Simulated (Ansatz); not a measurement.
The numbers come from plane-wave PAW DFT (Ansatz): PBE, no spin polarisation, 420 eV, 3×3×3 (shifted by 0.5, 0.5, 0.5 steps) k points, methfessel-paxton occupations (width 0.0144 eV). Nothing was relaxed.

Computed maps in the lattice plane spanned by a (left to right, 7.46 Å, 23 points from zero) and b (bottom to top, 7.53 Å, 23 points from zero), 119° apart, at height 0.737 along c. The fields are smooth PAW ones with compensation charges, not the true ones near nuclei.

Valence density. Digits on a logarithmic scale: 0 up to 0.03 e/Å³, each further digit a factor of 1.6, 9 from 1.3 e/Å³ up:
```
11135899975322234565432
11358999985311112333222
22479989974210001111222
23689999852100000011122
24699998631000000011111
24689986310000001111111
13567653100000112211111
12344320000012344321100
01111100000134666531000
00000000001357898641000
00000000013689999641000
00000000025899999631000
00000000137998998520000
00000000247999986310000
22100000257999863211122
53200000246777542222455
75310000134554333235788
85310000123333333468999
85200000122333334589999
74100001123334335799899
53100012333333346899998
31001234544333346899986
21113567765332235788753
```

Problem. The cell is Rb₆AgSn. Which atoms lie within 0.2 Å of this plane, and where (fractions of a and b)?

Solution. Rb at (0.25, 0.85), Rb at (0.58, 0.44), Rb at (0.86, 0.12). The whole cell:
```yaml
crystal:
  lattice:
    - [7.45969, 0.00000, 0.00000]
    - [-3.62528, 6.59979, 0.00000]
    - [0.09864, -3.93590, 7.04809]
  atoms:
    - { symbol: Rb, position: [0.25080, 0.85370, 0.73670] }
    - { symbol: Rb, position: [0.74920, 0.14630, 0.26330] }
    - { symbol: Rb, position: [0.57580, 0.43990, 0.72320] }
    - { symbol: Rb, position: [0.42420, 0.56010, 0.27680] }
    - { symbol: Rb, position: [0.86440, 0.12430, 0.73760] }
    - { symbol: Rb, position: [0.13560, 0.87570, 0.26240] }
    - { symbol: Ag, position: [0.00000, 0.00000, 0.00000] }
    - { symbol: Sn, position: [0.50000, 0.00000, 0.50000] }
```

Origin: a known structure type with other elements, at an estimated volume, so it need not be a known compound. Caveats: the k mesh is coarse if the cell is a metal; atoms or cell far from equilibrium.
